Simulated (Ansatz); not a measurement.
## CaAu$_{5}$ under pressure: fit and missing row

CaAu$_{5}$, F-43m, a = 7.720 Å. The structure is a COD entry; whether it is the stable form wasn't checked. Ansatz: PBEsol, PAW, 420 eV, Γ-centred 8×8×8 mesh on 6 atoms, Gaussian smearing 0.10 eV; no spin polarisation. Cell and atoms are relaxed at each pressure, and no other structure is tried, so the rows at high pressure may lie past a change of phase.

| V (Å³/atom) | P (GPa) |
| --- | --- |
| ? | 90.01 |
| 15.343 | 49.99 |
| 16.681 | 24.95 |
| 17.719 | 11.99 |
| 18.601 | 4.00 |
| 19.014 | 1.00 |
| 19.172 | -0.05 |
| 19.324 | -1.00 |

Problem. Take V0 = 19.172 Å³/atom, count pressures from its P0 = -0.05 GPa, fit the third-order Birch–Murnaghan form to the other rows, and predict the missing volume.

Solution. With the Eulerian strain f = ½[(V0/V)^(2/3) − 1] and y = (P − P0)/[3f(1 + 2f)^(5/2)], the form is the line y = B0 + 1.5 B0 (B0′ − 4) f. Rows (f, y): 0.08006, 143.7; 0.04861, 135.9; 0.02697, 130.5; 0.01018, 126.1; 0.00277, 124.6; -0.00263, 122.0. Means f = 0.02766, y = 130.47; Σ(Δf)² = 0.005028, ΣΔfΔy = 1.286; the slope is their ratio. y = 123.4 + 255.8 f GPa, so B0 = 123.4 GPa and B0′ = 4 + 2 × (255.8)/(3 × 123.4) = 5.38. P = 90.01 GPa is met at f = 0.11625 (y = 153.14), so V = V0 (1 + 2f)^(−3/2) = 14.012 Å³/atom. The run gave 13.999 Å³/atom, so the fit is 0.013 Å³/atom too high, 0.24 % of the span of the series, against an rms of 0.001 Å³/atom on the fitted rows. The row lies outside the fitted range. The row closest to V0 fixes y poorly, since a few hundredths of a GPa are divided by a small f; without it the line misses by less than half as much. Also, this row ran on the mesh 10×10×10, its neighbour on 8×8×8, which can shift it a little.

The mesh isn't the same in all rows (8×8×8, 10×10×10). Spin–orbit coupling is left out, which can shift energies with elements as heavy as these.